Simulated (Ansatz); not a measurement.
HfB:
```xyz
2
Lattice="0.0000 2.3742 2.3742 2.3742 0.0000 2.3742 2.3742 2.3742 0.0000" Properties=species:S:1:pos:R:3 pbc="T T T"
Hf     2.3742     2.3742     2.3742
B      0.0000     0.0000     0.0000
```

Relaxed with LDA. Special points in fractions of this cell's reciprocal vectors: Γ (0.000, 0.000, 0.000); X (0.500, 0.000, 0.500); U (0.625, 0.250, 0.625); K (0.375, 0.375, 0.750); L (0.500, 0.500, 0.500); W (0.500, 0.250, 0.750).

### Question
List the band energies nearest the Fermi level at these points for DFT-LDA in the program Ansatz with PAW potentials.

### Answer
In eV from the Fermi level; about four levels below and three above (degenerate sets whole), none deeper than 8.9 eV; points with the same levels are listed once.

```json
[
 {"k": "Γ", "below": "–", "above": "1.99 1.99 1.99"},
 {"k": "X", "below": "-6.42 -1.09 -0.96", "above": "2.15 2.15 5.60"},
 {"k": "U", "below": "-5.62 -2.10 -1.28", "above": "0.22 2.83 6.13"},
 {"k": "L", "below": "-4.78 -4.14 -1.28 -1.28", "above": "5.82 5.82 6.74"},
 {"k": "W", "below": "-5.45 -1.34 -1.34 -1.27", "above": "5.04 5.04 7.03"}
]
```

Space group Fm-3m (rock salt). The workflow started from an entry of the Crystallography Open Database (COD). Its standing as an ambient phase is unchecked. The LDA relaxation kept the symmetry of its start; of distortions, only those at the zone centre were tested. No spin polarisation was allowed. Scalar-relativistic: spin–orbit coupling is off unless named, which matters more the heavier the elements.

Potentials: the later of the program's two PAW sets.
